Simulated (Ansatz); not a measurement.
An Ansatz input and the part of its output that reports the observables at the nuclei.

The cell is a Materials Project structure (computed, not necessarily an observed phase).

```yaml
crystal:
  lattice:
    - [5.28306, -4.040257, 0.0]
    - [5.28306, 4.040257, 0.0]
    - [-4.135246, 0.0, 8.120551]
  atoms:
    - { symbol: Na, position: [0.869883, 0.130117, 0.25] }
    - { symbol: Na, position: [0.130117, 0.869883, 0.75] }
    - { symbol: Al, position: [0.5, 0.0, 0.5] }
    - { symbol: Al, position: [0.0, 0.5, 0.0] }
    - { symbol: B, position: [0.466256, 0.533744, 0.25] }
    - { symbol: B, position: [0.533744, 0.466256, 0.75] }
    - { symbol: H, position: [0.0, 0.5, 0.5] }
    - { symbol: H, position: [0.5, 0.0, 0.0] }
    - { symbol: H, position: [0.320127, 0.686178, 0.067039] }
    - { symbol: H, position: [0.313822, 0.679873, 0.432961] }
    - { symbol: H, position: [0.686178, 0.320127, 0.567039] }
    - { symbol: H, position: [0.679873, 0.313822, 0.932961] }
    - { symbol: P, position: [0.291921, 0.161457, 0.18113] }
    - { symbol: P, position: [0.838543, 0.708079, 0.31887] }
    - { symbol: P, position: [0.708079, 0.838543, 0.81887] }
    - { symbol: P, position: [0.161457, 0.291921, 0.68113] }
    - { symbol: O, position: [0.963889, 0.365255, 0.544721] }
    - { symbol: O, position: [0.634745, 0.036111, 0.955279] }
    - { symbol: O, position: [0.569524, 0.295982, 0.598705] }
    - { symbol: O, position: [0.704018, 0.430476, 0.901295] }
    - { symbol: O, position: [0.430476, 0.704018, 0.401295] }
    - { symbol: O, position: [0.295982, 0.569524, 0.098705] }
    - { symbol: O, position: [0.470304, 0.315863, 0.257347] }
    - { symbol: O, position: [0.684137, 0.529696, 0.242653] }
    - { symbol: O, position: [0.529696, 0.684137, 0.742653] }
    - { symbol: O, position: [0.315863, 0.470304, 0.757347] }
    - { symbol: O, position: [0.278062, 0.083844, 0.315552] }
    - { symbol: O, position: [0.916156, 0.721938, 0.184448] }
    - { symbol: O, position: [0.721938, 0.916156, 0.684448] }
    - { symbol: O, position: [0.083844, 0.278062, 0.815552] }
    - { symbol: O, position: [0.069401, 0.286636, 0.108497] }
    - { symbol: O, position: [0.713364, 0.930599, 0.391503] }
    - { symbol: O, position: [0.930599, 0.713364, 0.891503] }
    - { symbol: O, position: [0.286636, 0.069401, 0.608497] }
    - { symbol: O, position: [0.365255, 0.963889, 0.044721] }
    - { symbol: O, position: [0.036111, 0.634745, 0.455279] }
kpoints:
  mp_grid: { grid: [4, 4, 3] }
scf:
  occupations: { method: fermi_dirac, width: 0.02 }
hamiltonian:
  xc: pbe
  pseudopotentials: { kind: paw }
output:
  forces: true
  stress: true
  populations: true
  efg:
    quadrupole_moments_barn: { Na: 0.104, Al: 0.1466, B: 0.04059, H: 0.00285783, O: -0.02558 }
    contact_densities: true
```

```sh
ansatz run input.yaml --threads 1 --pin off --max-ram 2560MiB --backend cpu --events-out ev --progress --plain --runs-dir out
```

Of the output, the block on the nuclei alone is shown; the set-up, the SCF iterations, energies, forces and stress are cut. One atom of each set with nearly equal values is shown.

```
--- PAW observables at the nuclei: V_zz in 10²¹ V/m², potentials from the cell's mean, atoms counted from 1 ---
  atom   1  Na V_zz =    +0.369144   η = 0.5149   by run symmetry: allowed   C_q = +0.9283 MHz
            electrostatic potential = -978.002609 V   contact ρ = 5903.833823 e/Å³
  atom   3  Al V_zz =    -1.027047   η = 0.3654   by run symmetry: allowed   C_q = -3.6406 MHz
            electrostatic potential = -1225.276742 V   contact ρ = 10077.191647 e/Å³
  atom   5  B  V_zz =    -0.156546   η = 0.5949   by run symmetry: allowed   C_q = -0.1536 MHz
            electrostatic potential = -319.414804 V   contact ρ = 485.418812 e/Å³
  atom   7  H  V_zz =    +0.464724   η = 0.6893   by run symmetry: allowed   C_q = +0.0321 MHz
            electrostatic potential = -36.749066 V   contact ρ = 2.178409 e/Å³
  atom   9  H  V_zz =    +3.494890   η = 0.1313   by run symmetry: allowed   C_q = +0.2415 MHz
            electrostatic potential = -37.117922 V   contact ρ = 2.856549 e/Å³
  atom  13  P  V_zz =    +3.110571   η = 0.4846   by run symmetry: allowed
            electrostatic potential = -1488.133853 V   contact ρ = 16007.571387 e/Å³
  atom  17  O  V_zz =    +9.113467   η = 0.7434   by run symmetry: allowed   C_q = -5.6369 MHz
            electrostatic potential = -619.741597 V   contact ρ = 2156.177100 e/Å³
  atom  19  O  V_zz =   -14.020911   η = 0.6542   by run symmetry: allowed   C_q = +8.6722 MHz
            electrostatic potential = -619.060032 V   contact ρ = 2153.392542 e/Å³
  atom  23  O  V_zz =   +12.137969   η = 0.4480   by run symmetry: allowed   C_q = -7.5076 MHz
            electrostatic potential = -619.284684 V   contact ρ = 2154.456164 e/Å³
  atom  27  O  V_zz =    +9.817747   η = 0.4045   by run symmetry: allowed   C_q = -6.0725 MHz
            electrostatic potential = -620.030446 V   contact ρ = 2155.604764 e/Å³
  atom  31  O  V_zz =    +9.715183   η = 0.4417   by run symmetry: allowed   C_q = -6.0091 MHz
            electrostatic potential = -619.887415 V   contact ρ = 2155.424079 e/Å³
```

Hardware: 1 thread of Intel Xeon Platinum 8259CL CPU @ 2.50GHz (Skylake/Cascade Lake) (x86_64; 16 cores open to the job, memory cap 2.5 GiB, no GPU), a shared host with a load of 0.4 a core. Wall time 70 s, CPU time 70 s, peak memory 1.1 GiB.
